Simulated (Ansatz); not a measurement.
# What DFT gives for CuSe₂

```
CELL_PARAMETERS angstrom
5.16470 0.00000 0.00000
0.00000 6.36807 0.00000
0.00000 0.00000 3.85809
ATOMIC_POSITIONS crystal
Cu 0.00000 0.00000 0.00000
Cu 0.50000 0.50000 0.50000
Se 0.17600 0.38700 0.00000
Se 0.82400 0.61300 0.00000
Se 0.67600 0.11300 0.50000
Se 0.32400 0.88700 0.50000
```

The numbers come from plane-wave PAW DFT (Ansatz): PBEsol, spin-orbit coupling, 420 eV, 5×4×7 Γ-centred k points, fermi-dirac occupations (width 0.1 eV). Nothing was relaxed.

The state carries no moments; the state need not be the lowest.

Question: What happens at the Fermi level?

Answer: It is a metal, with about 3.1 states/eV a cell as the mean within 0.25 eV of the Fermi level, mostly Se p (70 %) and Cu d (25 %).

Question: Is it stable against the elements?

Answer: -0.04 eV an atom against the elements' usual phases (free molecules for gases, crystals otherwise, with no correction for O₂ or N₂), too near zero to call. Relaxing would lower it.

Question: Is the cell too large or too small?

Answer: The pressure is -6.0 GPa (compression positive), so with the atoms held at these fractions the cell would first shrink.

Question: Which atom feels the largest force, and which way?

Answer: The largest is on Se3 (and as large on other atoms): 0.68 eV/Å, components (0.63, -0.25, 0.00). It makes 163° with the line to a nearest neighbour, Se4 at 2.32 Å, pointing away from it.

Question: How is the charge shared?

Answer: Bader charges in e: Cu +0.43, Se -0.21. In the mean Cu gives up most and Se takes most.

Origin: a database entry at a rescaled volume. Caveats: the SCF threshold is loose for a stress.
